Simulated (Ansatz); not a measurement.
MgCu4Sn:
```
MgCu4Sn
1.0
    0.00000     3.49468     3.49468
    3.49468     0.00000     3.49468
    3.49468     3.49468     0.00000
Cu Sn Mg
4 1 1
Direct
  0.37552   0.37552   0.87344
  0.37552   0.87344   0.37552
  0.87344   0.37552   0.37552
  0.37552   0.37552   0.37552
  0.00000   0.00000   0.00000
  0.75000   0.75000   0.75000
```

Relaxed with r²SCAN.

Problem. Give the Bader charges and basin volumes of the independent atoms, plane-wave PAW r²SCAN (Ansatz code).

Solution. 

| atom | Bader charge (e) | Bader volume (Å³) |
|---|---|---|
| Cu1 | -0.36 | 14.3 |
| Sn5 | -0.19 | 22.5 |
| Mg6 | +1.62 | 5.8 |

Space group F-43m. The workflow started from an entry of the Crystallography Open Database (COD). Whether it is the stable phase at ambient conditions was not checked. The r²SCAN relaxation kept the symmetry of its start; its stability against distortions is not shown here. The run is not spin-polarised. Spin–orbit coupling is left out wherever it is not named.

Potentials: the later of the program's two PAW sets.
